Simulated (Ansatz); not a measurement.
HgS:
```
CELL_PARAMETERS angstrom
      4.15768     0.00000     0.00000
     -2.07884     3.60066     0.00000
      0.00000     0.00000     6.77766
ATOMIC_POSITIONS crystal
  Hg 0.66667 0.33333 0.49910
  Hg 0.33333 0.66667 0.99910
  S  0.66667 0.33333 0.87590
  S  0.33333 0.66667 0.37590
```

Relaxed with PBEsol. Special points in fractions of this cell's reciprocal vectors: Γ (0.000, 0.000, 0.000); M (0.500, 0.000, 0.000); K (0.333, 0.333, 0.000); A (0.000, 0.000, 0.500); L (0.500, 0.000, 0.500); H (0.333, 0.333, 0.500).

Problem. List the band energies nearest the Fermi level at these points for PBEsol in the plane-wave PAW code Ansatz.

Solution. In eV from the Fermi level; about four levels below and three above (degenerate sets whole), none deeper than 8.9 eV; points with the same levels are listed once.

```json
[
 {"k": "Γ", "below": "-0.52 -0.10 -0.01 -0.01", "above": "1.29 5.91 5.91"},
 {"k": "M", "below": "-3.14 -2.32 -1.48 -0.99", "above": "2.27 2.81 4.81"},
 {"k": "K", "below": "-3.58 -2.13 -2.13 -1.90", "above": "3.46 3.46 4.44"},
 {"k": "A", "below": "-0.50 -0.50 -0.50 -0.50", "above": "1.39 1.39 5.36 5.36"},
 {"k": "L", "below": "-1.69 -1.69 -1.67 -1.67", "above": "2.33 2.33 4.72 4.72"},
 {"k": "H", "below": "-2.76 -2.76 -1.46 -1.46", "above": "3.05 3.05 5.61 5.61"}
]
```

Space group P6_3mc (wurtzite). The workflow started from a Materials Project entry (that database holds measured and hypothetical structures alike); the Crystallography Open Database copy checked does not list it. COD files the formula under space group No. 152, 154, 166, 216, so this cell is another polymorph or a model. Its standing as an ambient phase is unchecked. The cell was relaxed with PBEsol under the symmetry of its start; its stability against distortions is not shown here. The Fermi level of a semimetal is unsure by some 0.05 eV on such meshes. Scalar-relativistic: spin–orbit coupling is off unless named, which matters more the heavier the elements.

Potentials: the later of the program's two PAW sets.
